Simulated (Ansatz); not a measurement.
BIr:
```yaml
crystal:
  lattice:
    - [3.01912, 0.00000, 0.00000]
    - [-1.50956, 2.61463, 0.00000]
    - [0.00000, 0.00000, 2.69470]
  atoms:
    - { symbol: B, position: [0.00000, 0.00000, 0.50000] }
    - { symbol: Ir, position: [0.66667, 0.33333, 0.00000] }
```

Relaxed with PBEsol. Special points in fractions of this cell's reciprocal vectors: Γ (0.000, 0.000, 0.000); M (0.500, 0.000, 0.000); K (0.333, 0.333, 0.000); A (0.000, 0.000, 0.500); L (0.500, 0.000, 0.500); H (0.333, 0.333, 0.500).

**Question.** List the band energies nearest the Fermi level at these points for PBEsol in the plane-wave PAW code Ansatz.

**Answer.** In eV from the Fermi level; about four levels below and three above (degenerate sets whole), none deeper than 8.9 eV; … stands for higher levels left out; points with the same levels are listed once.

```tsv
k	below	above
Γ	-5.20 -5.20 -1.11 -1.11	2.58 5.74 5.74
M	-5.58 -3.97 -1.63 -1.52	0.39 0.99 7.15
K	-3.75 -2.29 -1.54 -1.09	0.90 8.27 …
A	-4.60 -4.60 -3.51 -3.51	1.64 4.60 4.60
L	-6.04 -3.47 -1.08 -0.62	0.44 6.01 6.08
H	-6.36 -3.10 -1.60 -0.13	3.73 5.10 6.09
```

Space group P-6m2. The workflow started from a Materials Project entry (that database holds measured and hypothetical structures alike); the Crystallography Open Database copy checked does not list it. Its standing as an ambient phase is unchecked. Symmetry was held in the PBEsol relaxation. At this level the phase is mechanically unstable. The run is not spin-polarised. Scalar-relativistic: spin–orbit coupling is off unless named, which matters more the heavier the elements.

Potentials: the later of the program's two PAW sets.
